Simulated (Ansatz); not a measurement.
ZrB₂:
Space group P6/mmm (No. 191); a = b = 3.133 Å, c = 3.489 Å, α = β = 90.00°, γ = 120.00°

```csv
atom,site,symmetry,x,y,z
Zr,1a,6/mmm,0.0000,0.0000,0.0000
B,2d,-6m2,0.3333,0.6667,0.5000
```

Relaxed with LDA.

**Question.** Decompose the optical modes at the zone centre into irreducible representations, and say which are infrared and Raman allowed.

**Answer.** Point group 6/mmm: Γ_opt = A2u + B1g + E1u + E2g. Infrared: A2u, E1u. Raman: E2g.

**Question.** Assign frequencies (DFPT, DFT-LDA in the program Ansatz with PAW potentials).

**Answer.** E1u 468, A2u 488, B1g 579, E2g 795 cm⁻¹.

Subscripts of B labels follow the axes of the standard setting.

The LDA relaxation kept the symmetry of its start; of distortions, only those at the zone centre were tested. The run is not spin-polarised. As this level gives no gap, phonon frequencies hold no LO–TO term and depend on the k-mesh and smearing (Fermi–Dirac, 0.1 eV here).

Potentials: the later of the program's two PAW sets.
